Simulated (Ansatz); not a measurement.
The relaxed structure here is a generated cell of PtS2: the first start was made by placing the elements on the sites of a structure type, and the end was not matched to a known phase here, so it may be hypothetical. Known forms of PtS2 include space group No. 164.

One stationary structure of PtS2. Computed with r2SCAN (plane waves to 500 eV, PAW, scalar-relativistic; Ansatz, an electronic-structure program).

```cif
data_Pt3S6
_chemical_formula_sum 'S6 Pt3'
_space_group_name_H-M_alt 'P 1'
_space_group_IT_number 1
_cell_length_a 5.99700
_cell_length_b 5.99700
_cell_length_c 5.27302
_cell_angle_alpha 90.000
_cell_angle_beta 90.000
_cell_angle_gamma 120.000
loop_
_space_group_symop_operation_xyz
  'x, y, z'
loop_
_atom_site_label
_atom_site_type_symbol
_atom_site_fract_x
_atom_site_fract_y
_atom_site_fract_z
_atom_site_occupancy
S1 S 0.35687 0.35687 0.23647 1
S2 S 0.64313 0.00000 0.23647 1
S3 S 0.00000 0.64313 0.23647 1
S4 S 0.00000 0.35687 0.76353 1
S5 S 0.64313 0.64313 0.76353 1
S6 S 0.35687 0.00000 0.76353 1
Pt1 Pt 0.00000 0.00000 0.00000 1
Pt2 Pt 0.66667 0.33333 0.50000 1
Pt3 Pt 0.33333 0.66667 0.50000 1
```

Task: Determine the symmetry and give the standard cell with its independent sites.

Result: Space group P-31m (No. 162); a = 5.9970 Å, b = 5.9970 Å, c = 5.2730 Å, α = 90.00°, β = 90.00°, γ = 120.00°

```csv
atom,site,symmetry,x,y,z
S,6k,..m,0.3569,0.3569,0.2365
Pt,1a,-3.m,0.0000,0.0000,0.0000
Pt,2d,3.2,0.3333,0.6667,0.5000
```

This is the AFLOW prototype AB2_hP9_162_ad_k (as in V2N).

Task: Give the shortest distances between elements (the closest pairs, up to four, under 3.6 Å).

Result: Pt–S 2.38 Å; S–S 3.03 Å; Pt–Pt 3.46 Å.

```yaml
volume_per_atom: 18.25 Å³
band_gap: no gap on the sampled points, where the bands overlap only slightly; such a result is sensitive to mesh and level
```

No spin polarisation in the result.

The run could not lose the symmetry of its start, so the end can be a saddle point.
